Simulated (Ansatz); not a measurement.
Method: DFT PBE, scalar-relativistic, plane waves, PAW in Ansatz. All cells share a 420 eV cutoff and Γ-centred k meshes spaced at most about 0.3 Å⁻¹ (about 0.25 or finer for metals, 2π included). No spin polarisation in the final relaxations.

Temperature and zero-point effects are left out.

Two forms of Si₃S₂ were relaxed alike.

A.

```
Si S
1.0
    -2.44378    2.44378    3.69931
     2.44378   -2.44378    3.69931
     2.44378    2.44378   -3.69931
Si S
3 2
Direct
  0.34335 0.34335 0.00000
  0.65665 0.65665 0.00000
  0.00000 0.00000 0.00000
  0.50000 0.00000 0.50000
  0.00000 0.50000 0.50000
```

B.

```
Si S
1.0
     4.52701    0.00000    0.00000
    -2.26350    3.92050    0.00000
     0.00000    0.00000    4.96104
Si S
3 2
Direct
  0.00000 0.00000 0.75189
  0.00000 0.00000 0.24811
  0.66667 0.33333 0.00000
  0.66667 0.33333 0.50000
  0.33333 0.66667 0.00000
```

**Question.** Which form is favoured at zero pressure, and by what margin per atom?

**Answer.** A is lower, by 153 meV/atom. A has space group I4/mmm (No. 139), 17.7 Å³/atom and no gap on its mesh; B has space group P-6m2 (No. 187), 17.6 Å³/atom and no gap. Counting S atoms around Si (those within 1.25 times the shortest such distance or 1.15 times the sum of covalent radii; the shortest distance is added where it is long for a bond; a slash parts the counts of unlike sites), A has Si 4/4 from 2.7 Å and B has Si 5/6 from 2.9 Å. A and B both hold Si–Si chains. Even the lower one lies +0.34 eV/atom against the reference forms of the elements (uncorrected), so neither is stable at this level. In A, Si on a site of symmetry 4mm has 1 Si at 2.32 Å, 1 Si at 2.54 Å and 4 S at 2.70 Å; Si on a site of symmetry 4/mmm is surrounded by 4 S at 2.44 Å and 2 Si at 2.54 Å; S is surrounded by 2 Si at 2.44 Å and 4 Si at 2.70 Å. In B, around Si on a site of symmetry 3m lie 2 Si at 2.46–2.50 Å, 3 Si at 2.89 Å and 6 S at 2.89–2.90 Å; Si on a site of symmetry -6m2 has 5 S at 2.48–2.61 Å and 6 Si at 2.89 Å; around S on its first site lie 2 Si at 2.48 Å and 6 Si at 2.90 Å; 1 more site not described. Both come from invented guesses. A third cell relaxed alike, in R-3m, lies 281 meV/atom below the lower of the two.

Cells relaxed within their symmetry can be saddle points.
